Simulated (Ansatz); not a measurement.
GePd:
```
GePd
1.0
    3.14236     0.00000     0.00000
    0.00000     3.14236     0.00000
    0.00000     0.00000     3.14236
Pd Ge
1 1
Direct
  0.00000   0.00000   0.00000
  0.50000   0.50000   0.50000
```

Relaxed with r²SCAN. Special points in fractions of this cell's reciprocal vectors: Γ (0.000, 0.000, 0.000); X (0.000, 0.500, 0.000); M (0.500, 0.500, 0.000); R (0.500, 0.500, 0.500).

List the band energies nearest the Fermi level at these points for r²SCAN (plane waves, PAW; program Ansatz).

In eV from the Fermi level; about four levels below and three above (degenerate sets whole), none deeper than 8.9 eV; … stands for higher levels left out; points with the same levels are listed once.

| k | below | above |
|---|---|---|
| Γ | -4.68 -4.68 -2.62 -2.62 -2.62 | 2.30 2.30 2.30 |
| X | -3.92 -3.92 -2.55 -1.36 | 6.70 6.70 8.31 |
| M | -3.31 -3.31 -1.87 -0.46 | 2.47 5.71 … |
| R | -6.26 -6.26 -6.26 -5.24 -1.82 -1.82 | 3.26 3.26 3.26 |

Space group Pm-3m (CsCl type). A made-up cell: these elements were put on the sites of a structure type; neither database checked (COD, Materials Project) lists it. COD files the formula under space group No. 62. Whether it is the stable phase at ambient conditions was not checked. The r²SCAN relaxation kept the symmetry of its start; whether a distortion lowers the energy is not shown. The run is not spin-polarised. Scalar-relativistic: spin–orbit coupling is off unless named, which matters more the heavier the elements.

Potentials: the earlier of the program's two PAW sets.
